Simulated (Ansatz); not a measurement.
Given:

SnO:
```
CELL_PARAMETERS angstrom
      2.24986    -2.49796     0.00000
      2.24986     2.49796     0.00000
      0.00000     0.00000    11.77455
ATOMIC_POSITIONS crystal
  Sn 0.06150 0.93850 0.99722
  Sn 0.93850 0.06150 0.49722
  Sn 0.43862 0.56138 0.23201
  Sn 0.56138 0.43862 0.73201
  O  0.47826 0.52174 0.05173
  O  0.52174 0.47826 0.55173
  O  0.02190 0.97810 0.17750
  O  0.97810 0.02190 0.67750
```

This is the LDA-relaxed structure. Cartesian axes are those of the cell as given.

Problem. All from the program Ansatz at the LDA level (PAW), unless another level is named. Estimate the Born charges (a third of the trace).

Solution. Sn +3.22, O -3.22 e.

Problem. Give the electronic dielectric constant ε∞ (DFPT).

Solution. 9.94 (xx), 8.80 (yy), 7.75 (zz).

Space group Cmce. The workflow started from a Materials Project entry (that database holds measured and hypothetical structures alike); the Crystallography Open Database copy checked does not list it. It is not the phase usual at ambient conditions (space group No. 129). Symmetry was held in the LDA relaxation; whether a distortion lowers the energy is not shown. A crystal of weakly bound layers computed without a dispersion correction: the cell and the soft elastic constants depend strongly on that. Spin–orbit coupling is left out wherever it is not named.

Potentials: the later of the program's two PAW sets.
